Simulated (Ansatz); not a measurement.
Space group P6_3/mmc (No. 194). a = 2.465 Å, b = 2.465 Å, c = 20.606 Å, α = 90.00°, β = 90.00°, γ = 120.00°
```
atom site symmetry x y z
   C    4f       3m.  0.6667  0.3333  0.5863
   C    4f       3m.  0.6667  0.3333  0.0863
   C    2b      -6m2  0.0000  0.0000  0.2500
   C    2d      -6m2  0.6667  0.3333  0.2500
```

Equation of state of this C structure (not necessarily the ground state), with shape and atoms relaxed at each volume where symmetry leaves them free. It has no gap at any of these volumes. All numbers below come from DFT PBE+D3(BJ), scalar-relativistic, plane waves, PAW (Ansatz).

Settings: cutoff 420 eV, Γ-centred mesh 18×18×2 on the computed 12-atom cell, Gaussian smearing of 0.10 eV; no spin polarisation.

```json
{"V (Å³/atom)": "7.951", "E − E(largest V) (meV/atom)": "15.08", "P (GPa)": "7.79"}
{"V (Å³/atom)": "8.222", "E − E(largest V) (meV/atom)": "4.52", "P (GPa)": "4.84"}
{"V (Å³/atom)": "8.493", "E − E(largest V) (meV/atom)": "-1.75", "P (GPa)": "2.74"}
{"V (Å³/atom)": "8.764", "E − E(largest V) (meV/atom)": "-4.83", "P (GPa)": "1.09"}
{"V (Å³/atom)": "9.035", "E − E(largest V) (meV/atom)": "-5.69", "P (GPa)": "0.00"}
{"V (Å³/atom)": "9.306", "E − E(largest V) (meV/atom)": "-5.00", "P (GPa)": "-0.75"}
{"V (Å³/atom)": "9.577", "E − E(largest V) (meV/atom)": "-3.27", "P (GPa)": "-1.25"}
{"V (Å³/atom)": "9.939", "E − E(largest V) (meV/atom)": "0.00", "P (GPa)": "-1.60"}
```

Question: Fit a third-order Birch–Murnaghan equation to E(V).

Answer: V0 = 9.03 Å³/atom, B0 = 31 GPa, B0' = 11.9. B0' is unusual or poorly fixed by this range.

Cost: 8 runs of about 17 core-minutes in all, on Arm Neoverse V1 (shared hosts).